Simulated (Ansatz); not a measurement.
Theory: DFT PBE, scalar-relativistic, plane waves, PAW in Ansatz 0.2.0. All cells share a 420 eV cutoff and Γ-centred k meshes spaced at most about 0.3 Å⁻¹ (about 0.25 or finer for metals, 2π included). No spin polarisation in the final relaxations.

These are static total energies at zero pressure.

Two forms of Be₅Ir were relaxed alike.

A.

```xyz
6
Lattice="4.1988 0.0000 0.0000 -2.0994 3.6363 0.0000 0.0000 0.0000 3.4604" Properties=species:S:1:pos:R:3 pbc="T T T"
Be    0.0000    2.4242    0.0000
Be    2.0994    1.2121    0.0000
Be    2.0994    0.0000    1.7302
Be    1.0497    1.8181    1.7302
Be   -1.0497    1.8181    1.7302
Ir    0.0000    0.0000    0.0000
```

B.

```xyz
6
Lattice="4.1962 0.0000 0.0000 -2.0981 3.6340 0.0000 0.0000 0.0000 3.5440" Properties=species:S:1:pos:R:3 pbc="T T T"
Be    2.0981    1.2113    1.7720
Be    0.0000    2.4227    1.7720
Be   -1.2724    2.2039    0.0000
Be    2.5449    0.0000    0.0000
Be    0.8256    1.4301    0.0000
Ir    0.0000    0.0000    1.7720
```

**Question.** Which form is favoured at zero pressure, and by what margin per atom?

**Answer.** B is lower, by 25 meV/atom. A has the CaCu5 type, space group P6/mmm (No. 191), 8.8 Å³/atom and no gap on its mesh; B has Be and Ir ordered on hcp sites, space group P-62m (No. 189), 9.0 Å³/atom and no gap. Counting all near atoms (those within 1.25 times the shortest distance at each site; a plus sign parts nearer from farther groups; a slash parts the counts of unlike sites), A has Be 8/6+6, Ir 6+12 and B has Be 10/6+6, Ir 12. In A, around Be on a site of symmetry -6m2 lie 6 Be at 2.11 Å, 3 Ir at 2.42 Å and 3 Be at 2.42 Å; Be on a site of symmetry mmm has 8 Be at 2.10–2.11 Å and 4 Ir at 2.72 Å; Ir has 6 Be at 2.42 Å and 12 Be at 2.72 Å. In B, Be on a site of symmetry -6 has 6 Be at 2.19 Å, 3 Ir at 2.42 Å and 3 Be at 2.42 Å; around Be on a site of symmetry m2m lie 8 Be at 2.19–2.24 Å and 2 Ir at 2.42 Å; Ir is surrounded by 12 Be at 2.42 Å. Both come from invented guesses.

Spin–orbit coupling, which can matter for Ir, is left out. Cells relaxed within their symmetry can be saddle points. The P-62m cell of Be5Ir came from shaking the P6/mmm one.
